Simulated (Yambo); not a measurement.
G0W0@LDA for Rb2RhAgF6 (space group Fm-3m, No. 225) in Yambo. Reference settings: 2×2×2 Γ-centred k mesh, bands 9 to 335 and a 8 Ry block in the screening, 335 bands in G with the Bruneval-Gonze terminator, plasmon pole fitted at 27.2 eV. The LDA gap X → X on this mesh is 1.01 eV; G0W0 gaps are taken between the same points.

| change from the reference | G0W0 gap X → X (eV) | shift of the valence edge (eV) |
|---|---|---|
| reference settings | 3.42 | -0.91 |
| 134 bands in W, 134 bands in G, no terminator | 3.51 | -0.42 |
| exchange cut at 20 Ry | 3.32 | -0.14 |
| 134 bands in W, 134 bands in G, 3 Ry block, no terminator | 3.64 | -0.64 |
| 134 bands in W, 134 bands in G, 3 Ry block | … | -0.87 |
| 3 Ry block, no terminator | … | -0.90 |
| 189 bands in W, 189 bands in G, 5 Ry block | 3.42 | -0.82 |
| wavefunctions cut at 20 Ry | 3.36 | -0.63 |

Task: Estimate the withheld gaps from the other rows; the computed values follow.

Result: 
- 134 bands in W, 134 bands in G, 3 Ry block, G0W0 gap X → X (eV): 3.63
- 3 Ry block, no terminator, G0W0 gap X → X (eV): 3.54

The reference isn't shown to be the converged limit.

Spin-orbit coupling is not included.

Geometry of the Materials Project entry, not relaxed at this level; primitive cell a = b = c = 6.254 Å, α = β = γ = 60.00°.

The structure is a Materials Project entry; no match was found in the copy of COD used, and its stability was not checked.

A shift is the quasiparticle energy of the state minus its LDA energy.
